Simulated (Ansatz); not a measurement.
**GdO (zincblende structure, lowered slightly to R3m when read at 0.01 Å)**

The computed numbers are results of PBE, scalar-relativistic (collinear spin) in the plane-wave PAW code Ansatz at 420 eV, Γ-centred 12×12×6 mesh, 0.05 eV Gaussian smearing; PAW files: Ansatz's generated set soft_2.

```cif
data_structure
_symmetry_space_group_name_H-M 'P 1'
_symmetry_Int_Tables_number 1
_cell_length_a 3.8025
_cell_length_b 3.8025
_cell_length_c 7.6119
_cell_angle_alpha 60.030
_cell_angle_beta 60.030
_cell_angle_gamma 60.000
_cell_volume 77.86
loop_
_atom_site_label
_atom_site_type_symbol
_atom_site_fract_x
_atom_site_fract_y
_atom_site_fract_z
_atom_site_occupancy
Gd1 Gd 0.99955 0.99955 0.00067 1
O1 O 0.25045 0.25045 0.12433 1
Gd2 Gd 0.99955 0.99955 0.50068 1
O2 O 0.25045 0.25045 0.62432 1
```

The compound is reported in the structure type of the start.

Magnetic state: antiferromagnetic, site spin moments Gd 6.75, -6.75 μB.

At this volume the pressure is 0.11 GPa; it isn't quite the equilibrium of this level of theory.

Path: Γ–T–H2 | H0–L–Γ–S0 | S2–F–Γ, with Γ = (0.000, 0.000, 0.000), T = (0.000, 0.000, 1.000), H2 = (0.500, 0.250, 1.500), H0 = (0.750, 0.250, 1.000), L = (0.500, 0.500, 1.000), S0 = (0.750, 0.375, 0.750), S2 = (0.625, 0.250, 1.250), F = (0.500, 0.000, 1.000) in reciprocal vectors of the calculation's cell.

The run's cell is 2 times the crystal's primitive cell, to hold the magnetic order, so the bands are folded: in its zone Γ = T, which the primitive cell's zone keeps apart.

Task: Is it a metal or an insulator, and if it has a gap, where are the band edges on this path?

Result: A semimetal or zero-gap crystal: the filled and empty bands only touch or barely overlap.

Levels between -6 and 6 eV from the Fermi level at the path's named points (both spins alike):
```tsv
point	below E_F (eV)	above E_F (eV)
Γ and T	-5.72 -5.72 -5.69 -5.30 -5.28 -5.28 -4.50 -4.50 -4.39 -4.39 -4.32 -4.31 -4.31 -1.65	0.31 0.54 0.65 0.65 0.74 0.75 0.75 1.61 2.77 2.77 3.59 3.62 3.62 4.89 4.89 5.33
H2 and H0	-5.66 -5.46 -5.31 -5.26 -5.17 -4.82 -4.54 -4.51 -4.44 -4.39 -4.24 -4.04 -4.03 -0.45	0.45 0.53 0.60 0.64 0.70 0.73 0.84 1.29 1.43 2.47 2.60 4.11 4.36 5.25 5.98
L and F	-5.35 -5.33 -5.29 -4.82 -4.78 -4.53 -4.52 -4.41 -4.36 -4.17 -4.06 -4.03 -0.41	0.37 0.53 0.59 0.68 0.69 0.76 0.79 1.45 1.81 3.00 3.23 3.64 4.78 5.15 5.32 5.62
S0 and S2	-5.83 -5.51 -5.26 -5.02 -4.95 -4.85 -4.55 -4.50 -4.44 -4.39 -4.26 -4.07 -3.92 -0.60	0.46 0.51 0.60 0.65 0.71 0.73 0.83 1.22 1.77 1.91 3.39 3.66 4.85 5.61 5.83
```

Without a U the 4f levels of Gd lie too near the Fermi level, so their share of the states there, and what hangs on it, is overstated. These numbers lack spin–orbit coupling. Site moments are of spin, integrated over atomic spheres. At this volume the filled and empty bands only touch, so this is a zero-gap semimetal rather than a metal, and a semilocal functional can cause such a touching.
